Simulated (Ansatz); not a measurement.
Si2W:
```xyz
9
Lattice="4.5809 0.0000 0.0000 -2.2904 3.9672 0.0000 0.0000 0.0000 6.6103" Properties=species:S:1:pos:R:3 pbc="T T T"
Si     2.2904     2.6693     3.3051
Si    -1.1665     3.3182     5.5086
Si     1.1240     0.6489     1.1017
Si     0.0000     1.2978     3.3051
Si     3.4569     0.6489     5.5086
Si     1.1665     3.3182     1.1017
W     -1.1452     1.9836     1.1017
W      2.2904     0.0000     3.3051
W      1.1452     1.9836     5.5086
```

Relaxed with r²SCAN. Special points in fractions of this cell's reciprocal vectors: Γ (0.000, 0.000, 0.000); M (0.500, 0.000, 0.000); K (0.333, 0.333, 0.000); A (0.000, 0.000, 0.500); L (0.500, 0.000, 0.500); H (0.333, 0.333, 0.500).

Q: List the band energies nearest the valence-band maximum at these points for the program Ansatz at the r²SCAN level (PAW).

A: In eV from the valence-band maximum; about four levels below and three above (degenerate sets whole), none deeper than 8.9 eV; points with the same levels are listed once.

```tsv
k	below	above
Γ	-3.61 -3.61 -3.25 -2.80 -1.00	2.44 2.44 2.60
M	-2.45 -1.75 -1.26 -0.70	0.12 0.97 1.08
K	-2.89 -1.26 -1.26 -0.86	1.01 1.25 1.25
A	-2.95 -2.95 -2.84 -0.78 -0.78	2.05 2.38 2.38
L	-3.15 -2.21 -1.32 0.00	0.84 1.22 1.45
H	-2.04 -2.04 -1.66 -1.66 -0.65	0.65 0.65 1.00
```

Space group P6_222. The workflow started from a Materials Project entry (that database holds measured and hypothetical structures alike); the Crystallography Open Database copy checked does not list it. It is not the phase usual at ambient conditions (space group No. 139). The cell was relaxed with r²SCAN under the symmetry of its start; phonons on a q-mesh show no instability. No spin polarisation was allowed. Spin–orbit coupling is left out wherever it is not named.

Potentials: the earlier of the program's two PAW sets.
